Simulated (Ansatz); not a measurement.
Consider the following.

SiGeC₂:
```xyz
4
Lattice="3.1779 0.0000 0.0000 0.0000 3.1779 0.0000 0.0000 0.0000 4.4870" Properties=species:S:1:pos:R:3 pbc="T T T"
Si     0.0000     0.0000     0.0000
C      1.5889     0.0000     1.0566
Ge     1.5889     1.5889     2.2435
C      0.0000     1.5889     3.4304
```

This is the PBE-relaxed structure. x, y and z are the axes in which the lattice vectors are written.

### Question
All from PBE in the plane-wave PAW code Ansatz, unless another level is named. Give the hole effective mass, band 1 of 2 at the edge.

### Answer
5.5 along x, 0.52 along z (mₑ).

### Question
And the gap with spin–orbit coupling?

### Answer
1.48 eV.

### Question
Next, the formation energy from the elements (no fitted shifts)?

### Answer
0.13 eV/atom.

### Question
And the band gap?

### Answer
1.50 eV (indirect).

Space group P-4m2. The start of the workflow was typed in or built on a structure type; neither database checked (COD, Materials Project) lists it. Its standing as an ambient phase is unchecked. The cell was relaxed with PBE under the symmetry of its start; its stability against distortions is not shown here. The references are the lowest solids computed at this level, not always the standard phases. Scalar-relativistic: spin–orbit coupling is off unless named, which matters more the heavier the elements.

Potentials: the earlier of the program's two PAW sets.
